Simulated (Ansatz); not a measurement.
This cell of Te (trigonal-Te type, space group P3_121) is off equilibrium:

```yaml
crystal:
  lattice:
    - [4.62355, 0.00000, 0.00000]
    - [-2.31177, 4.00411, 0.00000]
    - [0.00000, 0.00000, 5.90437]
  atoms:
    - { symbol: Te, position: [0.30410, 0.03709, 0.40447] }
    - { symbol: Te, position: [0.00000, 0.25344, 0.66667] }
    - { symbol: Te, position: [0.74656, 0.74656, 0.00000] }
```

Calculation: r2SCAN (plane waves to 500 eV, PAW, scalar-relativistic; Ansatz, an electronic-structure program). k mesh 7×7×5 (Γ-centred), Fermi-Dirac smearing 0.05 eV. The energy includes the smearing's −TS. Stress and pressure are positive under compression. As the smearing reaches across the gap at some points, energies and forces of such displacements shift with the k mesh and the smearing. Spin-orbit coupling is left out, though Te is heavy. Te was relaxed with its symmetry unable to fall. The PAW data are Ansatz's earlier set.

Question: What forces act on the atoms (eV/Å, Cartesian)?

Answer: 
```tsv
atom	Fx	Fy	Fz
Te1	0.716	-0.561	-1.905
Te2	-0.679	0.441	1.527
Te3	-0.037	0.119	0.378
```

Question: Give the stress tensor in GPa and the pressure.

Answer: 
```
    2.0     -1.9     -4.1
   -1.9      0.3      0.7
   -4.1      0.7      1.3
```
The pressure, a third of the trace, is 1.2 GPa.

Question: In it atom 1 sits (0.148, 0.148, 0.420) Å away from its relaxed site. What is its energy relative to the relaxed cell?

Answer: 455 meV/cell.

(For displaced atoms, the force is minus the slope of the energy, and its curvature is a force constant, which sets phonon frequencies.)
